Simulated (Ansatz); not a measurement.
TaCo₂:
```xyz
6
Lattice="0.0000 3.3216 3.3216 3.3216 0.0000 3.3216 3.3216 3.3216 0.0000" Properties=species:S:1:pos:R:3 pbc="T T T"
Co     0.8304     0.8304     0.8304
Co     0.8304     2.4912     2.4912
Co     2.4912     2.4912     0.8304
Co     2.4912     0.8304     2.4912
Ta     3.3216     3.3216     3.3216
Ta     4.9824     4.9824     4.9824
```
The run is spin-polarised; directions of the spins, atom by atom: 0 0 0 0 0 0.

Relaxed with PBEsol.

### Question
Give the Bader charges and basin volumes of the independent atoms, DFT-PBEsol in the program Ansatz with PAW potentials.

### Answer


| atom | Bader charge (e) | Bader volume (Å³) |
|---|---|---|
| Co1 | -0.49 | 11.4 |
| Ta5 | +0.97 | 13.9 |

Space group Fd-3m (cubic Laves (MgCu2 type)). The workflow started from an entry of the Crystallography Open Database (COD). Its standing as an ambient phase is unchecked. Symmetry was held in the PBEsol relaxation; whether a distortion lowers the energy is not shown. Spin order of the final state: ferromagnetic, the only order run, not a proven ground state. Scalar-relativistic: spin–orbit coupling is off unless named, which matters more the heavier the elements.

Potentials: the later of the program's two PAW sets.
